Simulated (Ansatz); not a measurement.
TaNi$_{3}$:
```cif
data_Ni3Ta
_chemical_formula_sum 'Ta1 Ni3'
_space_group_name_H-M_alt 'P 1'
_space_group_IT_number 1
_cell_length_a 4.44103
_cell_length_b 4.44103
_cell_length_c 4.44103
_cell_angle_alpha 132.821
_cell_angle_beta 132.821
_cell_angle_gamma 68.936
loop_
_space_group_symop_operation_xyz
  'x, y, z'
loop_
_atom_site_label
_atom_site_type_symbol
_atom_site_fract_x
_atom_site_fract_y
_atom_site_fract_z
_atom_site_occupancy
Ta1 Ta 0.00000 0.00000 0.00000 1
Ni1 Ni 0.50000 0.50000 0.00000 1
Ni2 Ni 0.75000 0.25000 0.50000 1
Ni3 Ni 0.25000 0.75000 0.50000 1
```

This is the LDA-relaxed structure.

Q: All from LDA (plane waves, PAW; program Ansatz), unless another level is named. Predict the density of states at the Fermi level.

A: 0.37 states/eV per atom (mean over ±0.08 eV).

Q: Predict the formation energy from the elements (no fitted shifts).

A: -0.41 eV/atom.

Space group I4/mmm. The first step of the workflow began from a Materials Project structure, measured or hypothetical; the Crystallography Open Database files this formula in space group No. 139, but the cells were not matched. Its standing as an ambient phase is unchecked. Symmetry was held in the LDA relaxation; its stability against distortions is not shown here. No spin polarisation was allowed. The program gave a warning on the electronic state, which may not be the lowest. The references are the lowest solids computed at this level, not always the standard phases. Scalar-relativistic: spin–orbit coupling is off unless named, which matters more the heavier the elements.

Potentials: the later of the program's two PAW sets.
